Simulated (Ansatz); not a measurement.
Ga₂O₃ in space group Pna2_1 (No. 33; Pearson symbol oP40), the program Ansatz at the PBE level (PAW). The conduction-band minimum lies at Γ, with 1 equivalent valley. Second derivatives d²E/dk² of the lowest band at one valley (eV·Å²), along Cartesian directions:

```json
[
 {"direction": "[100]", "d²E/dk²": "34.86"},
 {"direction": "[010]", "d²E/dk²": "35.32"},
 {"direction": "[001]", "d²E/dk²": "35.54"},
 {"direction": "[110]", "d²E/dk²": "35.09"},
 {"direction": "[101]", "d²E/dk²": "35.20"},
 {"direction": "[011]", "d²E/dk²": "35.43"}
]
```

Question: Find the principal effective masses, the density-of-states mass and the conductivity mass.

Answer: Off-diagonal terms follow from H_xy = H[110] − (H_xx + H_yy)/2, and m*/mₑ = 7.620 eV·Å² over each eigenvalue: 0.21, 0.22, 0.22. One valley's DOS mass (m₁m₂m₃)^(1/3) = 0.22, conductivity mass 3/(Σ 1/mᵢ) = 0.22 mₑ.

Question: What effective density of states Nc follows at 300 K for parabolic valleys?

Answer: Nc = 2.509e19 × 1 × (0.22)^(3/2) ≈ 2.6e18 cm⁻³.

The start of the workflow was typed in or built on a structure type; neither database checked (COD, Materials Project) lists it. It is not the phase usual at ambient conditions (space group No. 12, 167). The cell was relaxed with PBE under the symmetry of its start; whether a distortion lowers the energy is not shown. Spin–orbit coupling is left out wherever it is not named.

Potentials: the later of the program's two PAW sets.

Edges and masses are those of Kohn–Sham bands, whose gap is no quasiparticle gap.
